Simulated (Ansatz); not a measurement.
# What a change of settings does: Cs (bcc type)

First run: DFT, PBEsol, PAW with Ansatz's default frozen-core files, scalar-relativistic (Ansatz 0.2.0).

Command: `ansatz run input.yaml --threads 1 --pin off --max-ram 2048MiB --backend cpu --events-out ev --progress --plain --runs-dir out` It took 1.8 s on 1 thread of Arm Neoverse V2, with other jobs on the host, peak memory 0.31 GiB.

```yaml
crystal:
  lattice:
    - [-2.618205558, 2.618205558, 2.618205558]
    - [2.618205558, -2.618205558, 2.618205558]
    - [2.618205558, 2.618205558, -2.618205558]
  atoms:
    - { symbol: Cs, position: [0.0, 0.0, 0.0] }
kpoints:
  mp_grid: { grid: [9, 9, 9] }
scf:
  occupations: { method: fermi_dirac, width: 0.05 }
hamiltonian:
  xc: pbesol
  pseudopotentials: { kind: paw }
output:
  forces: true
  stress: true
  eigenvalues: true
  populations: true
```

The base cell comes from a relaxation on PAW files under the same functional, and the cell shown is scaled from it.

This run: volume at 0.65 of the series' base cell.

It converges in 6 SCF iterations at a pressure of 1.60 GPa, cutoff 420 eV.

The input is then changed:

```diff
   populations: true
+basis:
+  ecutwfc: "200 eV"
```

**Question.** Predict the outcome of the changed run.

**Answer.** It converges in 6 SCF iterations at a pressure of 1.59 GPa, cutoff 200 eV, free energy +188.2 meV/atom against the first run's. More than one line changes, and not each need have an effect. Some of the changed settings are coarser than converged work would use.
